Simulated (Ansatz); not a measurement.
The end point of a relaxation of LuBRh$_{3}$. Space group Pm-3m (No. 221), cubic perovskite type. Calculation: r2SCAN (plane waves to 500 eV, PAW, scalar-relativistic; Ansatz, an electronic-structure program).

```xyz
5
Lattice="4.1423 0.0000 0.0000 0.0000 4.1423 0.0000 0.0000 0.0000 4.1423" Properties=species:S:1:pos:R:3 pbc="T T T"
Lu     2.0711     2.0711     2.0711
B      0.0000     0.0000     0.0000
Rh     0.0000     0.0000     2.0711
Rh     2.0711     0.0000     0.0000
Rh     0.0000     2.0711     0.0000
```

Volume per atom: 14.21 Å³
Density: 11.55 g/cm³
Band gap: zero (metallic)
Shortest distances: B–Rh 2.07 Å; Lu–Rh 2.93 Å; Rh–Rh 2.93 Å; B–Lu 3.59 Å
k-mesh: 11×11×11

Band energies at high-symmetry points (eV from the Fermi level; labels of this space group; no spin-orbit coupling), from −5 eV up to 4.9 eV:

| point | energies |
|---|---|
| Γ | -4.63 -4.63 -4.63 -4.52 -4.52 -4.10 -4.10 -4.10 -4.10 -4.10 -4.10 -4.09 -1.93 -1.93 -1.93 -1.41 -1.41 -0.72 -0.72 -0.72 0.28 0.34 0.34 0.34 4.28 4.28 |
| X | -4.40 -4.29 -4.22 -4.15 -4.14 -4.14 -4.12 -4.12 -3.88 -3.88 -3.85 -3.79 -3.22 -3.06 -3.06 -2.64 -1.63 -1.45 -1.28 -1.28 -0.79 0.35 2.15 2.15 3.73 4.31 4.31 4.70 |
| M | -4.87 -4.16 -4.16 -4.14 -4.11 -4.11 -4.09 -3.94 -3.28 -2.84 -2.84 -2.72 -2.72 -2.70 -2.36 -2.36 -2.30 -1.52 -1.19 -0.93 -0.61 1.66 1.66 3.73 3.73 4.52 4.71 |
| R | -4.53 -4.10 -4.10 -4.10 -4.09 -4.09 -4.09 -4.07 -3.10 -3.10 -3.10 -2.58 -2.58 -2.58 -1.39 -1.39 0.14 0.14 0.14 1.25 1.25 1.25 2.57 2.57 2.57 |

No spin polarisation in the result.

The run could not lose the symmetry of its start.
